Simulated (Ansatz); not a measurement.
**Data sheet: LuTe (DFT)**

LuTe:
```xyz
2
Lattice="0.0000 2.9748 2.9748 2.9748 0.0000 2.9748 2.9748 2.9748 0.0000" Properties=species:S:1:pos:R:3 pbc="T T T"
Te     2.9748     2.9748     2.9748
Lu     0.0000     0.0000     0.0000
```

Space group Fm-3m (No. 225), rock salt; conventional cell a = 5.9497 Å, b = 5.9497 Å, c = 5.9497 Å, α = 90.00°, β = 90.00°, γ = 90.00°.

Method: PBEsol (plane waves, PAW; program Ansatz). Geometry: relaxed at this level of theory. Other levels are named where they apply.

Cell and energy:

- Volume per atom: 26.33 Å³
- Density: 9.54 g/cm³
- Formation energy from the elements (no fitted shifts): -1.11 eV/atom

Electronic structure:

* **Electronic character**: metallic (no gap)
* **Density of states at the Fermi level**: 0.56 states/eV per atom (mean over ±0.08 eV)
* **Gap with spin–orbit coupling**: none (metallic)

Mechanics:

Bulk modulus (Birch–Murnaghan fit): 73.1 GPa
Pressure derivative B′: 4.4
Elastic constants (relaxed ions, GPa): C11 = 191, C12 = 14.1, C44 = 3.9
Mechanical stability: stable (all eigenvalues of C positive)

Charges:

- Bader charges = Te -1.44, Lu +1.44 e

The workflow started from an entry of the Crystallography Open Database (COD). Whether it is the stable phase at ambient conditions was not checked. The PBEsol relaxation kept the symmetry of its start; whether a distortion lowers the energy is not shown. With an odd number of electrons in the cell and no spin polarisation, the count alone makes it a metal. As this level gives no gap, shear constants depend on the k-mesh and smearing (Fermi–Dirac, 0.1 eV here). The references are the lowest solids computed at this level, not always the standard phases. Spin–orbit coupling is left out wherever it is not named.

Potentials: the later of the program's two PAW sets.
